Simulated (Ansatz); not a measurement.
Polymorphs of HfC, each relaxed with r²SCAN in the plane-wave PAW code Ansatz:

A: P-6m2
a = 3.2266 Å, b = 3.2266 Å, c = 2.9016 Å, α = 90.00°, β = 90.00°, γ = 120.00°

```csv
atom,site,symmetry,x,y,z
Hf,1a,-6m2,0.0000,0.0000,0.0000
C,1d,-6m2,0.3333,0.6667,0.5000
```

B: zinc blende (F-43m)
a = b = c = 5.027 Å, α = β = γ = 90.00°

```tsv
atom	site	symmetry	x	y	z
Hf	4a	-43m	0.0000	0.0000	0.0000
C	4d	-43m	0.7500	0.7500	0.7500
```

Problem. Put the candidates in order of energy per atom at 0 K, lowest first, for r²SCAN.

Solution. B (+0 meV/atom), A (+178 meV/atom)

Problem. Give each one's gap.

Solution. A no gap; B 0.57 eV.

Typed or built starts, not in the databases checked: A; B. Not the usual ambient phase: A; B. All cells were relaxed under the symmetry of their starts (and spin orders); stability against distortions was not tested throughout. Rows with no word on spin ran without spin polarisation. Scalar-relativistic: spin–orbit coupling is off unless named, which matters more the heavier the elements.

Energies hold the estimated change up to a 700 eV cutoff; steps of a few meV lie near the error of the meshes.

Potentials: the earlier of the program's two PAW sets.
